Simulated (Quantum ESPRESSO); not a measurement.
## Hf2ScSn3Y2 in 6 site orders

Calculated results; nothing here was measured. They come from Quantum ESPRESSO 7.5, a public plane-wave density functional program. Each row is one single-point run on a made-up periodic cell of eight metal atoms, with elements, volume, strain and displacements drawn at random and not relaxed, so a cell may be unstable or far from any real phase. There is no spin polarisation or spin-orbit coupling.

Settings: PBE unless stated; PseudoDojo standard norm-conserving files; Fermi-Dirac width 0.25 eV, which means electrons at about 2900 K; cutoff 1061 eV; 4 x 4 x 4 k mesh shifted half a step off Gamma. E is the free energy of the whole cell (internal energy minus TS), so a -TS column is already part of it. Stress is positive in tension, and the pressure P is minus a third of its trace.

Checks: one run of this series was repeated at a higher cutoff and on a denser mesh, which moved values by no more than 0.004 eV, 0.18 GPa and 0.004 eV/Å, and a second program with other atomic files agreed on it to 2 % rms in force and 0.5 GPa in pressure. Known limits: the tin pseudopotential is less sure than most, with forces differing by about three percent from a second method on plain tin; heavy elements are run without spin-orbit coupling, which real alloys of them have; a spin test at this wide smearing found no moment, but such smearing suppresses magnetism that the real alloy may have.

The lattice is face-centred cubic, and the cell vectors in Å are (0.000, 4.736, 4.736); (4.736, 0.000, 4.736); (4.736, 4.736, 0.000), a volume of 212.40 Å³. The runs put one composition on the same eight displaced sites in different orders. E is counted from run 1, and the rms force is over all 24 components. Nothing is relaxed, so E mixes bonding between neighbours with strain on unrelaxed sites, and it is not an ordering energy.

```
run,elements on sites 1 to 8,E (eV),-TS (eV),rms force (eV/Å),largest force (eV/Å),P (GPa)
1,Sn Hf Hf Sn Y Sc Y Sn,0.000,-1.648,0.124,0.32,-5.05
2,Y Sn Hf Y Sn Sn Hf Sc,0.447,-1.820,0.104,0.26,?
3,Sn Y Sn Sc Hf Sn Y Hf,-0.395,-1.693,0.137,0.40,-5.16
4,Hf Sn Sn Sn Y Hf Y Sc,0.742,-1.806,0.126,0.34,-3.55
5,Y Sc Sn Hf Y Hf Sn Sn,0.479,-1.751,0.140,0.35,-3.91
6,Sn Sc Hf Y Sn Sn Y Hf,0.365,-1.763,0.116,0.27,-3.82
```

## Worked fit

A straight line through the runs shown gives P = -4.68 + 1.60 E GPa with E in eV, an error of 0.32 on the slope and a scatter of 0.28 GPa. At this fixed volume the orders of higher energy tend to have the higher pressure.

## Withheld value

Question: what pressure should run 2 give?

The fit gives -3.96 ± 0.32 GPa. The calculation gave -3.78 GPa.
